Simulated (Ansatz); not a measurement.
Single point in Ansatz 0.2.0 with r2SCAN, spin-orbit coupling. Cutoff 500 eV, PAW datasets, 7×7×6 Γ-centred k mesh, fermi-dirac filling (width 0.1 eV).

Computed maps in the lattice plane spanned by a (left to right, 4.03 Å, 12 points from zero) and b (bottom to top, 4.03 Å, 12 points from zero), 90° apart, at height 0.500 along c. The fields are smooth PAW ones with compensation charges, not the true ones near nuclei.

Valence density. Digits on a logarithmic scale: 0 up to 0.03 e/Å³, each further digit a factor of 1.6, 9 from 1.3 e/Å³ up:
```
689998655555
799999755555
799999755555
799999755555
689998655555
667776667776
655555689998
755555799999
755555799999
755555799999
655555689998
667776667776
```

Question: The cell is LuSi$_{2}$Rh$_{2}$. Which atoms lie within 0.2 Å of this plane, and where (fractions of a and b)?

Answer: Rh at (0.75, 0.25), Rh at (0.25, 0.75). The whole cell:
```yaml
crystal:
  lattice:
    - [0.00000, 4.02803, 0.00000]
    - [4.02803, 0.00000, 0.00000]
    - [2.01401, 2.01401, -4.95634]
  atoms:
    - { symbol: Lu, position: [0.00000, 0.00000, 0.00000] }
    - { symbol: Si, position: [0.37500, 0.37500, 0.25000] }
    - { symbol: Si, position: [0.62500, 0.62500, 0.75000] }
    - { symbol: Rh, position: [0.75000, 0.25000, 0.50000] }
    - { symbol: Rh, position: [0.25000, 0.75000, 0.50000] }
```

The state carries no moments; the state need not be the lowest.

Origin: a known structure type with other elements, at an estimated volume, so it need not be a known compound.
